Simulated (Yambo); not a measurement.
```xyz
12
Lattice="5.0596 0.0000 0.0000 -2.5298 4.3818 0.0000 0.0000 0.0000 8.7685" Properties=species:S:1:pos:R:3 pbc="T T T"
O     -0.4296     1.5851     1.3274
O      1.3719     3.2172     1.3274
O     -0.9423     3.9613     1.3274
O      1.5875     0.4205     7.4411
O      2.1002     2.7967     7.4411
O      3.9017     1.1646     7.4411
O      0.0000     2.9212     3.3041
O      2.5298     1.4606     5.4644
S      0.0000     2.9212     1.8466
S      2.5298     1.4606     6.9219
Sc     0.0000     0.0000     0.0000
Rb     0.0000     0.0000     4.3843
```

Response from Yambo on norm-conserving PBEsol (Quantum ESPRESSO, 84 Ry, without SOC) bands: 6×6×2 mesh, 153 bands, 3 Ry local-field block, 0.2 eV broadening.

### Question
Give the static electronic dielectric constant without and with local fields along each axis.

### Answer
```json
[
 {"field along": "x", "ε(0), independent particles": "2.80", "ε(0), RPA with local fields": "2.56", "refractive index √ε": "1.60"},
 {"field along": "z", "ε(0), independent particles": "2.88", "ε(0), RPA with local fields": "2.43", "refractive index √ε": "1.56"}
]
```
Electronic (clamped-ion) response only. PBEsol gaps are usually too small, which raises these values. Convergence of the RPA response with its 6×6×2 mesh was not tested. x, y and z are Cartesian axes of the cell as given.

Geometry of the Materials Project entry, not relaxed at this level.

The structure is a Materials Project entry; no match was found in the copy of COD used, and its stability was not checked.
